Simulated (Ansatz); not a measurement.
MgZn$_{3}$O$_{4}$ in space group C2 (No. 5; Pearson symbol mS64), r²SCAN (plane waves, PAW; program Ansatz). The conduction-band minimum lies at Γ, with 1 equivalent valley. Second derivatives d²E/dk² of the lowest band at one valley (eV·Å²), along Cartesian directions:

| direction | d²E/dk² |
|---|---|
| [100] | 30.38 |
| [010] | 30.37 |
| [001] | 27.40 |
| [110] | 30.38 |
| [101] | 29.08 |
| [011] | 28.88 |

### Question
Find the principal effective masses, the density-of-states mass and the conductivity mass.

### Answer
Off-diagonal terms follow from H_xy = H[110] − (H_xx + H_yy)/2, and m*/mₑ = 7.620 eV·Å² over each eigenvalue: 0.25, 0.25, 0.28. One valley's DOS mass (m₁m₂m₃)^(1/3) = 0.26, conductivity mass 3/(Σ 1/mᵢ) = 0.26 mₑ.

### Question
What effective density of states Nc follows at 300 K for parabolic valleys?

### Answer
Nc = 2.509e19 × 1 × (0.26)^(3/2) ≈ 3.3e18 cm⁻³.

The start of the workflow was typed in or built on a structure type; neither database checked (COD, Materials Project) lists it. Whether it is the stable phase at ambient conditions was not checked. The r²SCAN relaxation kept the symmetry of its start; its stability against distortions is not shown here.

Potentials: the later of the program's two PAW sets.

Edges and masses are those of Kohn–Sham bands, whose gap is no quasiparticle gap.
